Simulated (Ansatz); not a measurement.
# Be₆Tl: rattling a relaxed structure

The cell was found from a structure generator's guess, not taken from experiment.

Method: Ansatz 0.2.0, DFT PBE, scalar-relativistic, plane waves, PAW. Settings: cutoff 420 eV, Γ-centred mesh 8×8×8 on the computed 7-atom cell, Gaussian smearing of 0.10 eV; no spin polarisation.

The cell below (7 atoms, space group Pm-3m (No. 221)) is relaxed within its symmetry.

```
Be Tl
1.0
     4.73608    0.00000    0.00000
     0.00000    4.73608    0.00000
     0.00000    0.00000    4.73608
Be Tl
6 1
Direct
  0.00000 0.50000 0.50000
  0.50000 0.00000 0.50000
  0.50000 0.50000 0.00000
  0.50000 0.00000 0.00000
  0.00000 0.50000 0.00000
  0.00000 0.00000 0.50000
  0.00000 0.00000 0.00000
```

For the test it was strained at random (σ = 1.5 % a component), the atoms were moved at random (σ = 0.10 Å), and all was relaxed again on a coarse 6×6×6 mesh (in the run’s order of axes) with 0.20 eV smearing, with no symmetry imposed.

These runs have no spin–orbit coupling, which can matter for Tl.

**Question.** Does it come back?

**Answer.** It doesn't return. The energy falls by 953 meV/atom on that mesh, the volume changes by -24.1 %, and the end has space group Cm (No. 8) at a loose tolerance. Relaxed again on a 10×10×10 mesh with 0.10 eV smearing, the new structure lies 945 meV/atom below the first (mesh in the axes of the run's cell; the cell below is made exact in the group named). Space group Cm (No. 8), monoclinic, a = 10.919 Å, b = 4.162 Å, c = 3.659 Å, β = 104.0°. Be on a site of symmetry m is surrounded by 1 Be at 2.12 Å, 5 Be at 2.29–2.44 Å, 2 Tl at 2.74 Å and 2 Tl at 3.14 Å; Be on a second site of symmetry m is surrounded by 1 Be at 2.01 Å, 5 Be at 2.29–2.35 Å, 2 Be at 2.50 Å and 2 Tl at 2.67 Å; Be on a third site of symmetry m is surrounded by 1 Be at 2.01 Å, 6 Be at 2.18–2.30 Å, 2 Be at 2.44 Å, 1 Tl at 2.46 Å and 1 Tl at 2.98 Å; around Tl lie 13 Be at 2.46–3.14 Å; 2 more sites not described.

```cif
data_structure
_symmetry_space_group_name_H-M 'Cm'
_symmetry_Int_Tables_number 8
_cell_length_a 10.9192
_cell_length_b 4.1618
_cell_length_c 3.6589
_cell_angle_alpha 90.000
_cell_angle_beta 104.034
_cell_angle_gamma 90.000
_cell_volume 161.31
loop_
_atom_site_label
_atom_site_type_symbol
_atom_site_symmetry_multiplicity
_atom_site_Wyckoff_symbol
_atom_site_fract_x
_atom_site_fract_y
_atom_site_fract_z
_atom_site_occupancy
Be1 Be 2 a 0.90428 0.50000 0.34741 1
Be2 Be 2 a 0.61631 0.00000 0.38030 1
Be3 Be 2 a 0.80512 0.00000 0.47037 1
Be4 Be 2 a 0.71837 0.50000 0.42712 1
Be5 Be 4 b 0.73098 0.24633 0.93696 1
Tl1 Tl 2 a 0.99363 0.00000 0.00088 1
```
